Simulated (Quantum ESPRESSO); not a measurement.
Space group P4/mmm (No. 123); a = b = 3.0262 Å, c = 8.5532 Å, α = β = γ = 90.00°

```tsv
atom	site	symmetry	x	y	z
O	2g	4mm	0.0000	0.0000	0.2531
O	1c	4/mmm	0.5000	0.5000	0.0000
O	1d	4/mmm	0.5000	0.5000	0.5000
Mg	2h	4mm	0.5000	0.5000	0.2496
Mg	1b	4/mmm	0.0000	0.0000	0.5000
Zn	1a	4/mmm	0.0000	0.0000	0.0000
```

The geometry is that of Materials Project entry mp-1222124, symmetrised and not relaxed again.

Problem. What does PBEsol (Quantum ESPRESSO, PseudoDojo norm-conserving, 84 Ry, without SOC) give for the electronic structure near the Fermi level?

Solution. The PBEsol gap is indirect, 2.44 eV, from X to Γ; the smallest direct gap is 3.22 eV. 

The structure is a Materials Project entry; no match was found in the copy of COD used, and its stability was not checked.
